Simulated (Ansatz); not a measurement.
ZrTiSe$_{4}$, a database entry at a rescaled volume

```
CELL_PARAMETERS angstrom
6.17046 0.00000 0.00000
0.00000 3.71138 0.00000
0.00000 0.00000 6.27161
ATOMIC_POSITIONS crystal
Se 0.25000 0.00000 0.33000
Se 0.75000 0.00000 0.67000
Ti 0.00000 0.00000 0.00000
Se 0.25000 0.50000 0.83000
Se 0.75000 0.50000 0.17000
Zr 0.00000 0.50000 0.50000
```

The numbers come from plane-wave PAW DFT (Ansatz): PBEsol, no spin polarisation, 420 eV, 6×9×5 Γ-centred k points, fermi-dirac occupations (width 0.1 eV). Nothing was relaxed.

Task: Is there a gap?

Result: It is a metal on this mesh, though the bands barely overlap, with about 0.66 states/eV a cell as the mean within 0.25 eV of the Fermi level, mostly Se p (48 %) and Ti d (37 %).

Task: Give the Bader charges.

Result: Bader charges in e: Zr +1.83, Ti +1.58, Se -0.87 to -0.84. In the mean Zr gives up most and Se takes most.

Task: Which atom feels the largest force, and which way?

Result: The largest is on Se4 (and as large on other atoms): 1.01 eV/Å, components (-0.01, 0.00, 1.01). It makes 143° with the line to a nearest neighbour, Zr6 at 2.58 Å, pointing away from it.

Task: What does the stress say?

Result: The pressure is -0.9 GPa (compression positive), so with the atoms held at these fractions the cell would first shrink; the forces are large, so a full relaxation may end otherwise. The principal stresses -2.8, -1.4, 1.6 GPa differ, so its shape would change too.

Origin: a database entry at a rescaled volume.
